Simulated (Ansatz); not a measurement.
Bi2Te3:
```
CELL_PARAMETERS angstrom
      4.38284     0.00000     0.00000
     -2.19142     3.79565     0.00000
      0.00000     0.00000    11.14484
ATOMIC_POSITIONS crystal
  Bi 0.33333 0.66667 0.18352
  Bi 0.66667 0.33333 0.81648
  Te 0.00000 0.00000 0.00000
  Te 0.33333 0.66667 0.66378
  Te 0.66667 0.33333 0.33622
```

Relaxed with HSE06. Special points in fractions of this cell's reciprocal vectors: Γ (0.000, 0.000, 0.000); M (0.500, 0.000, 0.000); K (0.333, 0.333, 0.000); A (0.000, 0.000, 0.500); L (0.500, 0.000, 0.500); H (0.333, 0.333, 0.500).

Question: List the band energies nearest the valence-band maximum at these points for DFT-HSE06 in the program Ansatz with PAW potentials.

Answer: In eV from the valence-band maximum; about four levels below and three above (degenerate sets whole), none deeper than 8.9 eV; points with the same levels are listed once.

```
k                          below           above
-  -----------------------------  --------------
Γ  -1.28 -1.28 -0.57 -0.57 -0.07  1.22 1.79 1.79
M        -2.28 -1.54 -0.89 -0.75  1.67 2.74 3.10
K  -2.50 -2.50 -1.32 -0.92 -0.92  2.01 3.30 3.30
A        -0.98 -0.63 -0.63 -0.37  1.33 1.82 1.82
L        -1.99 -1.29 -0.84 -0.76  1.76 2.44 2.44
H  -2.95 -2.95 -1.56 -0.37 -0.37  2.62 2.68 2.68
```

Space group P-3m1 (La2O3 or Ni2Al3 type). The cell is a constructed one: a structure type filled with these elements; neither database checked (COD, Materials Project) lists it. It is not the phase usual at ambient conditions (space group No. 166). The HSE06 relaxation kept the symmetry of its start; whether a distortion lowers the energy is not shown. The hybrid was solved on a coarse mesh, the path and, where they were found, the r²SCAN edge points; its band edges are the extreme levels among these. Spin–orbit coupling is left out wherever it is not named.

Potentials: the later of the program's two PAW sets.
